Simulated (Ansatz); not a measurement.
AlCo$_{3}$B (anti-perovskite, Pm-3m) under volume change, plane-wave PAW PBE (Ansatz code), scaled uniformly.

```json
[
 {"V (Å³/atom)": "9.706", "E − E(relaxed) (meV/atom)": "64.2", "P (GPa)": "23.34"},
 {"V (Å³/atom)": "10.026", "E − E(relaxed) (meV/atom)": "26.9", "P (GPa)": "14.26"},
 {"V (Å³/atom)": "10.346", "E − E(relaxed) (meV/atom)": "6.3", "P (GPa)": "6.54"},
 {"V (Å³/atom)": "10.666", "E − E(relaxed) (meV/atom)": "0.0", "P (GPa)": "-0.03"},
 {"V (Å³/atom)": "10.986", "E − E(relaxed) (meV/atom)": "5.8", "P (GPa)": "-5.60"},
 {"V (Å³/atom)": "11.306", "E − E(relaxed) (meV/atom)": "21.8", "P (GPa)": "-10.34"},
 {"V (Å³/atom)": "11.625", "E − E(relaxed) (meV/atom)": "46.6", "P (GPa)": "-14.37"}
]
```

**Question.** What does a third-order Birch–Murnaghan fit give for V₀, B₀ and B′?

**Answer.** V₀ = 10.66 Å³/atom, B₀ = 201 GPa, B′ = 4.4.

The start of the workflow was typed in or built on a structure type; neither database checked (COD, Materials Project) lists it. Its standing as an ambient phase is unchecked. The PBE relaxation kept the symmetry of its start; its stability against distortions is not shown here. The final state is ferromagnetic, the only order run, not a proven ground state.

Potentials: the earlier of the program's two PAW sets.
